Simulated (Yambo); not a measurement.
One stored BSE kernel of dimension 648 for AlN (zinc blende, space group F-43m, No. 216) (Yambo, LDA bands; 6×6×6 mesh, 3 valence and 1 conduction bands, static screening with 10 bands and a 4 Ry block, scissor 1.64 eV, Tamm-Dancoff; broadening 0.15 eV; field along x), solved in several ways.

```
solver                      iterations  largest change of Im ε (% of its maximum)              rough time
--------------------------  ----------  -----------------------------------------  ----------------------
Haydock, threshold 2 %              10                                         43  within a factor of two
Haydock, threshold 0.5 %            14                                         21  within a factor of two
Haydock, threshold 0.1 %            24                                        4.4  within a factor of two
Haydock, threshold 0.005 %          45                                        0.4                       1
SLEPc, lowest 10 states              –                           no full spectrum  within a factor of two
SLEPc, lowest 60 states              –                           no full spectrum  within a factor of two
full diagonalisation                 –                                  reference  within a factor of two
```

Haydock gives the spectrum without eigenstates, SLEPc the lowest states alone, full diagonalisation everything at a cost that grows as the cube of the dimension. Times include reading the kernel. Times are rough ratios from shared machines. Mesh and scissor weren't tested; the rows compare only with each other.

Geometry relaxed with LDA; primitive cell a = 3.0640 Å, b = 3.0640 Å, c = 3.0640 Å, α = 60.00°, β = 60.00°, γ = 60.00°.

This is not the ordinary phase of the substance; no match was found in the copy of COD used, and its stability was not checked.
